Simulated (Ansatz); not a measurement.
Computed with DFT PBE, scalar-relativistic, plane waves, PAW in Ansatz 0.2.0. All cells share a 420 eV cutoff and Γ-centred k meshes spaced at most about 0.3 Å⁻¹ (2π included). No spin polarisation in the final relaxations.

Temperature and zero-point effects are left out. All come from trial cells, and lower structures may exist.

Question: Order these relaxed structures of BiPbCl5 by energy, lowest first, with the energy over the lowest of them.
A.

```
CELL_PARAMETERS angstrom
4.35281 0.00000 0.00000
-0.04951 6.05719 0.00000
-0.00505 -0.42102 9.11693
ATOMIC_POSITIONS crystal
Bi 0.00078 0.77799 0.48810
Pb 0.49847 0.81994 0.92961
Cl 0.99772 0.38987 0.38305
Cl 0.99753 0.57252 0.74657
Cl 0.50047 0.84118 0.29726
Cl 0.50183 0.00739 0.65744
Cl 0.00320 0.09112 0.99797
```

B.

```
CELL_PARAMETERS angstrom
4.70719 0.00000 0.00000
0.00000 4.70719 0.00000
0.00000 0.00000 8.05513
ATOMIC_POSITIONS crystal
Bi 0.00000 0.00000 0.50000
Pb 0.50000 0.50000 0.00000
Cl 0.00000 0.50000 0.29478
Cl 0.00000 0.50000 0.70522
Cl 0.50000 0.00000 0.29478
Cl 0.50000 0.00000 0.70522
Cl 0.00000 0.00000 0.00000
```

Answer: A (0 meV/atom), B (106 meV/atom). Forms: A P1; B P4/mmm. Counting Cl atoms around Bi and Pb (those within 1.25 times the shortest such distance or 1.15 times the sum of covalent radii; a plus sign parts nearer from farther groups; the shortest distance is added where it is long for a bond): A has Bi 6, Pb 3+3; B has Bi 8, Pb 12 from 3.3 Å.

No dispersion correction is applied, so the spacing and binding between layers, chains or molecules are poorly described (P1), and this can change margins and order among such cells. These runs have no spin–orbit coupling, which can matter for Bi and Pb. Cells relaxed within their symmetry can be saddle points. The P1 cell of BiPbCl5 came from shaking the P4/mmm one. Some structure types and database cells were kept out of the candidates from the start, so a known form may be missing.
